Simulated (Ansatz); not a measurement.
Structure: Sn3SiO8 on the sites of the rutile structure (relaxed group Cmmm), at its r2SCAN minimum. Sn is surrounded by 6 O at 2.04–2.07 Å and 1 Sn at 2.94 Å; Sn is surrounded by 6 O at 2.00–2.09 Å; O is surrounded by 1 Si at 1.82 Å and 2 Sn at 2.07–2.09 Å; O is surrounded by 3 Sn at 2.00–2.04 Å; Si is surrounded by 6 O at 1.82–1.83 Å; O is surrounded by 1 Si at 1.83 Å and 2 Sn at 2.05 Å.

Space group Cmmm (No. 65). a = 6.514 Å, b = 6.529 Å, c = 6.155 Å, α = 90.00°, β = 90.00°, γ = 90.00°
```json
{"atom": "Sn", "site": "4l", "symmetry": "mm2", "x": "0.0000", "y": "0.5000", "z": "0.2610"}
{"atom": "Sn", "site": "2a", "symmetry": "mmm", "x": "0.0000", "y": "0.0000", "z": "0.0000"}
{"atom": "O", "site": "8n", "symmetry": "m..", "x": "0.0000", "y": "0.1837", "z": "0.2777"}
{"atom": "O", "site": "4g", "symmetry": "2mm", "x": "0.1923", "y": "0.5000", "z": "0.0000"}
{"atom": "Si", "site": "2d", "symmetry": "mmm", "x": "0.0000", "y": "0.0000", "z": "0.5000"}
{"atom": "O", "site": "4h", "symmetry": "2mm", "x": "0.2185", "y": "0.5000", "z": "0.5000"}
```

The questions ask for values computed with Ansatz 0.2.0 on this geometry. No magnetic order. The prototype was imposed, so other structures may be more stable.

Problem. Is there a gap with PBE, and of what kind?

Solution. PBE gives a direct gap of 1.43 eV at Γ.

Problem. How does the gap change from PBE to PBE+SOC (6×6×4)?

Solution. The PBE+SOC gap is direct at Γ: 1.44 eV. The gap differs by +0.01 eV from PBE's.

Problem. How does the gap change from PBE to r2SCAN (6×6×4)?

Solution. r2SCAN gives a direct gap of 2.11 eV at Γ. The gap differs by +0.68 eV from PBE's.

Only the levels marked +SOC include spin-orbit coupling.

Set aside, since their points miss a band edge that the other levels read or their mesh is too coarse: HSE06, PBE0.
